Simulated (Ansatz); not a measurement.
# Relaxing a structure of Pb

The start is a relaxed Pb cell, doubled along one cell vector, shaken by Gaussian noise of σ = 0.08 Å a coordinate. Cell shape, volume and atoms are optimised at zero target pressure with r2SCAN (plane waves to 500 eV, PAW, scalar-relativistic; Ansatz, a quantum-chemistry and plane-wave program). The first steps use a coarse 10×5×10 k-mesh.

Initial structure:
```
Pb
1.0
    2.13681     1.23369     2.09094
   -4.27362     2.46738     4.18188
    0.00000    -2.46738     2.09094
Pb
2
Direct
  0.49898   0.24916   0.49960
  0.54089   0.74594   0.48921
```

```json
{
 "largest_initial_force": "0.02 eV/Å, on Pb1, Pb2 (atoms numbered as listed)",
 "energy_released": "0.11 eV/atom",
 "band_gap_at_the_end": "zero (metallic)",
 "optimiser_moves": "30"
}
```

It ends as:

Space group I4/mmm (No. 139); a = b = 3.570 Å, c = 4.889 Å, α = β = γ = 90.00°

| atom | site | symmetry | x | y | z |
|---|---|---|---|---|---|
| Pb | 2b | 4/mmm | 0.0000 | 0.0000 | 0.5000 |
(The calculation used a cell of 1 atom; values per cell refer to that cell.)

Final values are on a 18×18×18 k-mesh of the relaxed cell. No spin polarisation in the result.

The run could not lose the symmetry of its start, so the end can be a saddle point.

The relaxed structure here is a generated cell of Pb: the first start was made by placing the elements on the sites of a structure type, and the end was not matched to a known phase here, so it may be hypothetical. Known forms of Pb include space group No. 225.
